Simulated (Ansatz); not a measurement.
Ag, DFT, LDA, all-electron PAW with datasets made for the crystal, scalar-relativistic (Ansatz 0.2.0), run on 1 thread of Arm Neoverse V1 on a shared host.

The cell comes from COD entry 1509194, which wasn't checked; take it as a given geometry. The listed cell was then made from it by scaling, straining or moving an atom.

Command: `ansatz run input.yaml --threads 1 --pin off --max-ram 6144MiB --backend cpu --events-out ev --progress --plain --runs-dir out`

```yaml
crystal:
  lattice:
    - [2.9439228868, 0.0, 0.0]
    - [-1.4719614434, 2.5495120068, 0.0]
    - [0.0, 0.0, 10.0]
  atoms:
    - { symbol: Ag, position: [0.3333333333, 0.6666666667, 0.25] }
    - { symbol: Ag, position: [0.6666666667, 0.3333333333, 0.75] }
    - { symbol: Ag, position: [0.0, 0.0, 0.0] }
    - { symbol: Ag, position: [0.0, 0.0, 0.5] }
kpoints:
  mp_grid: { grid: [14, 14, 4] }
scf:
  occupations: { method: fermi_dirac, width: 0.08 }
hamiltonian:
  xc: lda
  pseudopotentials: { kind: all_electron, datasets: crystal }
output:
  forces: true
  stress: true
  eigenvalues: true
  efg: { contact_densities: true }
```

Question: How large is the problem that the program sets up?

Answer: 72 irreducible k-points, 711 plane waves at Γ, 27 bands.

Question: Estimate the wall time and the peak memory.

Answer: 22 s of wall time for 10 SCF iterations, with a peak of 0.63 GiB. Times on shared machines scatter by tens of per cent.

Question: And the same cell and mesh by frozen-core PAW, asked for forces, stress, eigenvalues, efg, on the same hardware?

Answer: 12 s, peak memory 0.45 GiB.
